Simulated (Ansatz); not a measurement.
Data:

Ti3Al:
```
CELL_PARAMETERS angstrom
      2.86176     0.00000     0.00000
     -1.43088     2.47836     0.00000
      0.00000     0.00000     9.04501
ATOMIC_POSITIONS crystal
  Ti 0.66667 0.33333 0.00000
  Ti 0.33333 0.66667 0.75173
  Ti 0.33333 0.66667 0.24827
  Al 0.66667 0.33333 0.50000
```

This is the LDA-relaxed structure.

**Question.** All from LDA (plane waves, PAW; program Ansatz), unless another level is named. Give the formation energy from the elements (no fitted shifts).

**Answer.** -0.11 eV/atom.

**Question.** What about the density of states at the Fermi level?

**Answer.** 0.93 states/eV per atom (mean over ±0.08 eV).

Space group P-6m2. The first step of the workflow began from a Materials Project structure, measured or hypothetical; the Crystallography Open Database copy checked does not list it. With Ti and Al taken as one species the cell has the higher symmetry P6_3/mmc, so it may be an ordered model of a mixed-site phase. It is not the phase usual at ambient conditions (space group No. 194). The cell was relaxed with LDA under the symmetry of its start; its stability against distortions is not shown here. No spin polarisation was allowed. The references are the lowest solids computed at this level, not always the standard phases.

Potentials: the later of the program's two PAW sets.
